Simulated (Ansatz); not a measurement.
# Is this MgCd₃Te₄ structure a true minimum?

It was reached by relaxing an invented guess, and it needn't be the stable form of this composition.

Theory: Ansatz, DFT PBE, scalar-relativistic, plane waves, PAW. Plane waves to 420 eV, a k mesh through Γ of 6×6×2 on the computed 8-atom cell and Gaussian smearing (0.02 eV); no spin polarisation.

The cell below (8 atoms, space group P-4m2 (No. 115)) is relaxed within its symmetry.

```xyz
8
Lattice="4.6696 0.0000 0.0000 0.0000 4.6696 0.0000 0.0000 0.0000 13.1342" Properties=species:S:1:pos:R:3 pbc="T T T"
Mg    0.0000    0.0000    0.0000
Cd    2.3348    2.3348    3.2509
Cd    0.0000    0.0000    6.5671
Cd    2.3348    2.3348    9.8833
Te    2.3348    0.0000    1.5855
Te    0.0000    2.3348    4.9093
Te    2.3348    0.0000    8.2249
Te    0.0000    2.3348   11.5487
```

For the test it was strained at random (σ = 1.5 % a component), the atoms were moved at random (σ = 0.15 Å), and all was relaxed again on a coarse 4×4×1 mesh (in the run’s order of axes) with 0.10 eV smearing, with no symmetry imposed.

These runs have no spin–orbit coupling, which can matter for Te.

Task: Is the structure stable against such a distortion?

Result: It returns, within 1 meV/atom of the unmoved cell on that mesh and with the same symmetry when read at 0.1 Å (C2 at 0.01 Å, so small strains and shifts remain). No instability shows in this cell; modes of other wave vectors, which need another repeat, aren't tested.
